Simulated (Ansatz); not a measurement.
Polymorphs of Sn, each relaxed with the program Ansatz at the r²SCAN level (PAW):

A: diamond (Fd-3m)
a = 6.5664 Å, b = 6.5664 Å, c = 6.5664 Å, α = 90.00°, β = 90.00°, γ = 90.00°

```
atom  site  symmetry       x       y       z
----  ----  --------  ------  ------  ------
Sn      8a      -43m  0.0000  0.0000  0.0000
```

B: β-Sn type (I4_1/amd)
a = b = 5.8583 Å, c = 3.2146 Å, α = β = γ = 90.00°

| atom | site | symmetry | x | y | z |
|---|---|---|---|---|---|
| Sn | 4a | -4m2 | 0.0000 | 0.0000 | 0.0000 |

Task: Put the candidates in order of energy per atom at 0 K, lowest first, for r²SCAN.

Result: A (+0 meV/atom), B (+126 meV/atom)

Not the usual ambient phase: A. All cells were relaxed under the symmetry of their starts (and spin orders); stability against distortions was not tested throughout. Spin–orbit coupling is left out wherever it is not named.

Energies hold the estimated change up to a 700 eV cutoff; steps of a few meV lie near the error of the meshes.

Potentials: the later of the program's two PAW sets.
